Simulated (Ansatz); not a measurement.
## Structure relaxation, SnSe

The start is a generated cell, SnSe placed in the MnP structure type. A full variable-cell relaxation at zero pressure is run with r2SCAN (plane waves to 500 eV, PAW, scalar-relativistic; Ansatz, an electronic-structure program). First-step values are on the input's coarse k-mesh.

Ansatz input (later rounds restart from its end on a renewed k-mesh):
Ansatz 0.2 input:
```yaml
crystal:
  lattice:
    - [6.117916, 0, 0]
    - [0, 3.711881, 0]
    - [0, 0, 6.890126]
  atoms:
    - { symbol: Sn, position: [0.5056, 0.25, 0.6952] }
    - { symbol: Sn, position: [0.0056, 0.25, 0.8048] }
    - { symbol: Sn, position: [0.4944, 0.75, 0.3048] }
    - { symbol: Sn, position: [0.9944, 0.75, 0.1952] }
    - { symbol: Se, position: [0.6879, 0.25, 0.0696] }
    - { symbol: Se, position: [0.1879, 0.25, 0.4304] }
    - { symbol: Se, position: [0.3121, 0.75, 0.9304] }
    - { symbol: Se, position: [0.8121, 0.75, 0.5696] }
basis: { ecutwfc: 500, ecutrho_ratio: 4, xc_grid: 4, fft_grid_basis: typed }
kpoints: { mp_grid: { grid: [4, 6, 4] } }
hamiltonian:
  xc: r2scan
  dispersion: none
  pseudopotentials: { azcp: { folder: ./paw }, kind: paw }
scf: { occupations: { method: fermi_dirac, width: 0.05 } }
relax: { f_tol: 0.01, max_steps: 100, cell: { stress_tol: 0.02 } }
output: { forces: true, stress: true }
```

Q: What band gap does the relaxed structure have at this level?

A: 0.95 eV, indirect (valence top at 50 % of the way from Γ to X, conduction bottom at T) (no spin-orbit coupling).

Q: What does it relax into? Give the structure.

A: 
Space group Pnma (No. 62); a = 8.6814 Å, b = 4.0762 Å, c = 6.4057 Å, α = β = γ = 90.00°

```json
[
 {"atom": "Sn", "site": "4c", "symmetry": ".m.", "x": "0.0072", "y": "0.2500", "z": "0.7677"},
 {"atom": "Se", "site": "4c", "symmetry": ".m.", "x": "0.3213", "y": "0.2500", "z": "0.0917"}
]
```

The space group stays Pnma (No. 62) (the run could not lower it), with 8 atoms in the primitive cell. Final values are on a 4×8×5 k-mesh of the relaxed cell. No spin polarisation in the result.

The run could not lose the symmetry of its start.

The first start was generated by placing the elements on the sites of a structure type. A measured structure of SnSe has the same space group, Pnma (No. 62); the sites were not compared with it.
